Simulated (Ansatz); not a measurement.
**4 guesses for GaBiTe2Se and where they end**

Level of theory: DFT PBE, scalar-relativistic, plane waves, PAW (Ansatz). All cells share a 420 eV cutoff and Γ-centred k meshes spaced at most about 0.3 Å⁻¹ (about 0.25 or finer for metals, 2π included). No spin polarisation in the final relaxations.

Each guess was relaxed in cell and atoms at zero pressure, within the symmetry of its start. All energies are static (0 K, no zero-point motion). Coordination counts Se or Te atoms around Bi and Ga (for each partner element, those within 1.25 times its shortest distance or 1.15 times the sum of covalent radii, where it is the nearest in units of that sum or under 1.3; a plus sign parts groups by distance over the sum of covalent radii; the shortest distance is added where it exceeds 1.18 times the sum of covalent radii).

```json
{"guess": "1", "made from": "random cell", "start group": "P4/mmm", "V start (Å³/atom)": "36.2", "end group": "P4/mmm", "V end (Å³/atom)": "32.2", "coordination at the end": "Ga 8 from 3.2 Å, Bi 4", "gap on mesh (eV)": "0", "E over the lowest end (meV/atom)": "199"}
{"guess": "2", "made from": "random cell", "start group": "P-6m2", "V start (Å³/atom)": "32.9", "end group": "P-6m2", "V end (Å³/atom)": "31.0", "coordination at the end": "Ga 8 from 3.1 Å, Bi 5", "gap on mesh (eV)": "0", "E over the lowest end (meV/atom)": "149"}
{"guess": "3", "made from": "CeZnCuP2 type", "start group": "P3m1", "V start (Å³/atom)": "27.7", "end group": "P3m1", "V end (Å³/atom)": "30.3", "coordination at the end": "Ga 3+3, Bi 6", "gap on mesh (eV)": "0", "E over the lowest end (meV/atom)": "0"}
{"guess": "4", "made from": "random cell", "start group": "I-4m2", "V start (Å³/atom)": "30.1", "end group": "?", "V end (Å³/atom)": "?", "coordination at the end": "?", "gap on mesh (eV)": "?", "E over the lowest end (meV/atom)": "?"}
```

Guess 4 as it starts:

```cif
data_structure
_symmetry_space_group_name_H-M 'I-4m2'
_symmetry_Int_Tables_number 119
_cell_length_a 6.3285
_cell_length_b 6.3285
_cell_length_c 7.5062
_cell_angle_alpha 90.000
_cell_angle_beta 90.000
_cell_angle_gamma 90.000
_cell_volume 300.62
loop_
_atom_site_label
_atom_site_type_symbol
_atom_site_symmetry_multiplicity
_atom_site_Wyckoff_symbol
_atom_site_fract_x
_atom_site_fract_y
_atom_site_fract_z
_atom_site_occupancy
Ga1 Ga 2 c 0.00000 0.50000 0.25000 1
Bi1 Bi 2 a 0.00000 0.00000 0.00000 1
Te1 Te 4 f 0.50000 0.00000 0.04387 1
Se1 Se 2 d 0.50000 0.00000 0.25000 1
```

Q: Fill in the missing row: what does this guess relax into, and where does it rank?

A: It ends in space group I-4m2 (No. 119), with a = 6.106 Å, c = 10.989 Å, 41.0 Å³/atom and no gap. It lies 0.39 eV/atom over the lowest end, above guess 1 and so the highest of the set. Counting Se or Te atoms around Bi and Ga, this end has Ga 2, Bi 4 and the lowest (guess 3) has Ga 3+3, Bi 6.

```
Ga Bi Te Se
1.0
    -3.05314    3.05314    5.49430
     3.05314   -3.05314    5.49430
     3.05314    3.05314   -5.49430
Ga Bi Te Se
1 1 2 1
Direct
  0.75000 0.25000 0.50000
  0.00000 0.00000 0.00000
  0.99763 0.49763 0.50000
  0.50237 0.00237 0.50000
  0.25000 0.75000 0.50000
```

The zero of energy is the elements' standard structures at the same level; no fitted shifts are applied.

Q: Is the lowest end bound against the elements?

A: Yes: its formation energy is −0.10 eV/atom. A negative formation energy is needed for stability but isn't enough: competing phases decide.

No dispersion correction is applied, so the spacing and binding between layers, chains or molecules are poorly described (P3m1, P4/mmm), and this can change margins and order among such cells. Spin–orbit coupling, which can matter for Bi and Te, is left out. The reference forms of Se and Te are held partly by dispersion forces, which this level lacks. Cells relaxed within their symmetry can be saddle points. A lower structure may well exist outside this small set. Some structure types and database cells were kept out of the candidates from the start, so a known form may be missing.
